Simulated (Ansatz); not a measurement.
The relaxed structure here is a generated cell of SiRu3: the first start was made by placing the elements on the sites of a structure type, and the end was not matched to a known phase here, so it may be hypothetical.

The start is a generated trial cell of SiRu3 in the D03 structure type. A full variable-cell relaxation at zero pressure is run with r2SCAN (plane waves to 500 eV, PAW, scalar-relativistic; Ansatz, a quantum-chemistry and plane-wave program). The first steps use a coarse 6×6×6 k-mesh.

The start:
```yaml
crystal:
  lattice:
    - [0.00000, 3.15397, 3.15397]
    - [3.15397, 0.00000, 3.15397]
    - [3.15397, 3.15397, 0.00000]
  atoms:
    - { symbol: Si, position: [0.00000, 0.00000, 0.00000] }
    - { symbol: Ru, position: [0.50000, 0.50000, 0.50000] }
    - { symbol: Ru, position: [0.25000, 0.25000, 0.25000] }
    - { symbol: Ru, position: [0.75000, 0.75000, 0.75000] }
```

Task: How much energy is released per atom?

Result: 0.27 eV/atom.

Task: How does the volume per atom move from start to end?

Result: -15.1 %, from 15.69 to 13.32 Å³/atom.

Task: How do the shortest distances between atoms change?

Result: The closest pairs of elements (up to four, under 3.6 Å), start → end: Ru–Ru 2.73 → 2.59 Å; Ru–Si 2.73 → 2.59 Å.

Task: What band gap does the relaxed structure have at this level?

Result: No gap (metallic).

Task: What does it relax into? Give the structure.

Result: 
Space group Fm-3m (No. 225); a = b = c = 5.973 Å, α = β = γ = 90.00°

```
atom  site  symmetry       x       y       z
----  ----  --------  ------  ------  ------
Si      4a      m-3m  0.0000  0.0000  0.0000
Ru      4b      m-3m  0.5000  0.5000  0.5000
Ru      8c      -43m  0.2500  0.2500  0.2500
```
(The calculation used a cell of 4 atoms; values per cell refer to that cell.)

The space group stays Fm-3m (No. 225) (the run could not lower it); the end is AFLOW prototype AB3_cF16_225_a_bc (D0_3, as in BiF3), with 4 atoms in the primitive cell. Final values are on a 14×14×14 k-mesh of the relaxed cell. No spin polarisation in the result.

The run could not lose the symmetry of its start, so the end can be a saddle point.

All atoms sit on sites fixed by symmetry, so only the cell could relax.
